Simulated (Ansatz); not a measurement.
Structure: In₂GaP₃ as one 6-atom ordering (Imm2) on the zincblende lattice, at its r2SCAN minimum. Space group Imm2 (No. 44), orthorhombic; a = 4.058 Å, b = 12.200 Å, c = 5.771 Å in the conventional setting, 23.81 Å³ an atom. Ga has 4 P at 2.36–2.41 Å; P has 2 Ga at 2.41 Å and 2 In at 2.56 Å; In has 4 P at 2.54–2.56 Å; P has 1 Ga at 2.36 Å and 3 In at 2.54–2.55 Å.

```cif
data_structure
_symmetry_space_group_name_H-M 'P 1'
_symmetry_Int_Tables_number 1
_cell_length_a 7.0464
_cell_length_b 7.0464
_cell_length_c 7.0464
_cell_angle_alpha 146.534
_cell_angle_beta 60.076
_cell_angle_gamma 131.655
_cell_volume 142.83
loop_
_atom_site_label
_atom_site_type_symbol
_atom_site_fract_x
_atom_site_fract_y
_atom_site_fract_z
_atom_site_occupancy
Ga1 Ga 0.00151 0.00151 0.00000 1
P1 P 0.77610 0.27610 0.50000 1
In1 In 0.66432 0.00030 0.66401 1
P2 P 0.39458 0.23589 0.15869 1
In2 In 0.33629 0.00030 0.33599 1
P3 P 0.07720 0.23589 0.84131 1
```

4 runs of Ansatz on this cell differ in the functional (and in the settings that go with it). Levels are in eV from each run's valence top; v1 is the last filled band, c1 the first empty one.

Run A, mean stress +1.9 GPa (compression positive):
```tsv
point	v5	v3	v1	c1	c2	c3
Γ	-2.06	-0.10	0.00	0.82	2.18	2.96
X	-2.48	-1.71	-0.31	1.55	2.02	2.70
F₀	-2.55	-2.27	-1.31	1.95	2.05	2.47
```

Run B, mean stress -0.2 GPa (compression positive):
```tsv
point	v5	v3	v1	c1	c2	c3
Γ	-2.27	-0.06	0.00	2.28	3.61	4.40
X	-2.74	-1.84	-0.35	2.87	3.43	4.25
F₀	-2.80	-2.50	-1.43	3.27	3.37	3.90
```

Run C, mean stress 0.0 GPa (compression positive):
```tsv
point	v5	v3	v1	c1	c2	c3
Γ	-2.24	-0.08	0.00	1.65	2.93	3.71
X	-2.70	-1.81	-0.34	2.20	2.76	3.56
F₀	-2.76	-2.46	-1.41	2.61	2.70	3.22
```

Run D, mean stress 0.0 GPa (compression positive):
```tsv
point	v5	v3	v1	c1	c2	c3
Γ	-2.15	-0.10	0.00	1.27	2.46	3.27
X	-2.58	-1.76	-0.32	1.80	2.28	3.08
F₀	-2.65	-2.36	-1.36	2.20	2.30	2.76
```

**Question.** Match the runs to PBE, r2SCAN, HSE06, PBE0.

**Answer.** A is PBE, B is PBE0, C is HSE06, D is r2SCAN. In order of the gap: PBE 0.82, r2SCAN 1.27, HSE06 1.65, PBE0 2.28 eV.

All values are calculated for a non-magnetic cell, which may be hypothetical.

Spin-orbit coupling is left out.

The stress of a hybrid is loosely converged in these runs.
